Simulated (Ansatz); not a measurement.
MgRh (CsCl type, Pm-3m), r²SCAN (plane waves, PAW; program Ansatz), all energies at zero smearing, with the estimated change up to a 700 eV cutoff added, with one set of potentials and settings (totals compare only within such a set). Cell of 2 atoms (1 Mg, 1 Rh): -8342.615 eV.

```csv
element,reference phase,E (eV/atom)
Mg,"P6_3/mmc, 2 atoms in the cell",-1926.4086
Rh,"Fm-3m, 1 atoms in the cell",-6415.2735
```

Formation energy per atom, worked out: (-8342.615 − 1×(-1926.4086) − 1×(-6415.2735))/2 = -0.466 eV/atom (-45 kJ per mol of atoms), at 0 K, without zero-point energy or fitted corrections.

The first step of the workflow began from a Materials Project structure, measured or hypothetical; the Crystallography Open Database files this formula in space group No. 221, but the cells were not matched. Whether it is the stable phase at ambient conditions was not checked. Symmetry was held in the r²SCAN relaxation; its stability against distortions is not shown here. The run is not spin-polarised. The references are the lowest solids computed at this level, not always the standard phases.

Potentials: the later of the program's two PAW sets.
